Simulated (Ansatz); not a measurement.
LaGa2:
```cif
data_Ga2La
_chemical_formula_sum 'La1 Ga2'
_space_group_name_H-M_alt 'P6/mmm'
_space_group_IT_number 191
_space_group_name_Hall '-P 6 2'
_cell_length_a 4.27347
_cell_length_b 4.27347
_cell_length_c 4.37956
_cell_angle_alpha 90.000
_cell_angle_beta 90.000
_cell_angle_gamma 120.000
loop_
_atom_site_label
_atom_site_type_symbol
_atom_site_symmetry_multiplicity
_atom_site_Wyckoff_symbol
_atom_site_fract_x
_atom_site_fract_y
_atom_site_fract_z
_atom_site_occupancy
La1 La 1 a 0.00000 0.00000 0.00000 1
Ga1 Ga 2 d 0.33333 0.66667 0.50000 1
```

Relaxed at zero pressure with PBEsol in the plane-wave PAW code Ansatz.

Q: The volume is raised by 3 % and shape and atoms relax at that volume. What pressure results, and how do the axes share the change?

A: -2.0 GPa; a 0.8 %, b 0.8 %, c 1.4 %; the energy rises by 4 meV/atom.

Q: Give the new structure.

A: 
Space group P6/mmm (No. 191); a = 4.3066 Å, b = 4.3066 Å, c = 4.4418 Å, α = 90.00°, β = 90.00°, γ = 120.00°

```csv
atom,site,symmetry,x,y,z
La,1a,6/mmm,0.0000,0.0000,0.0000
Ga,2d,-6m2,0.3333,0.6667,0.5000
```

The phase is kept; no other phase was compared at this pressure.

The workflow started from an entry of the Crystallography Open Database (COD, 293 K). Its standing as an ambient phase is unchecked. The PBEsol relaxation kept the symmetry of its start; of distortions, only those at the zone centre were tested. Axis ratios of metals converge slowly with the k-mesh, so a and c are less sure than the volume. Spin–orbit coupling is left out wherever it is not named.

Potentials: the later of the program's two PAW sets.
